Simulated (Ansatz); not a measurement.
GaN (F-43m): G0W0 and the choice of datasets

```
Ga N
1.0
     0.00000    2.26750    2.26750
     2.26750    0.00000    2.26750
     2.26750    2.26750    0.00000
Ga N
1 1
Direct
  0.00000 0.00000 0.00000
  0.25000 0.25000 0.25000
```

Held fixed (Ansatz):

```yaml
orbitals: PBE
k_mesh: 6×6×6
empty_bands: 226
response_cutoff: 180 eV
frequencies: plasmon pole, fitted at the program's default frequency
q_→_0_term: analytic weight of Carrier, Rohra and Görling
points_solved: Γ, L, X
band_sums: cut at the band count
spin-orbit_coupling: off
```

The gap is read direct at Γ, linearised, between the Kohn-Sham band edges among the points solved. The direct gap is read between the top filled and lowest empty Kohn-Sham band at Γ. ε∞ is the electronic dielectric constant on this mesh.

| datasets, wave cutoff | KS gap (eV) | G0W0 gap (eV) | direct at Γ (eV) | ε∞ |
| --- | --- | --- | --- | --- |
| hard PAW, 700 eV | 1.61 | 2.68 | 2.68 | 6.9 |
| hand-made PAW, 1020 eV | 1.61 | 2.68 | 2.68 | 6.9 |
| soft PAW (1st gen.), 420 eV | 1.60 | 2.65 | 2.65 | 6.9 |
| norm-conserving, 1240 eV | 1.62 | ? | ? | ? |

(1) Fill in the row for norm-conserving, 1240 eV.

Answers

(1) G0W0 gap 1.94 eV, direct at Γ 1.94 eV, ε∞ 6.9.

Soft PAW datasets can miss an all-electron G0W0 gap by more than 5 %. With norm-conserving pseudopotentials the core–valence exchange is only approximate, which can shift gaps by tenths of an eV and RPA lattice constants by most of a per cent. Band sums or response are cut, so the gap isn't at its basis limit. Filled d shells converge slowest, and with PAW files the limit can differ from the all-electron one by tenths of an eV. Meshes this coarse can overestimate the dielectric constant by a tenth and more.
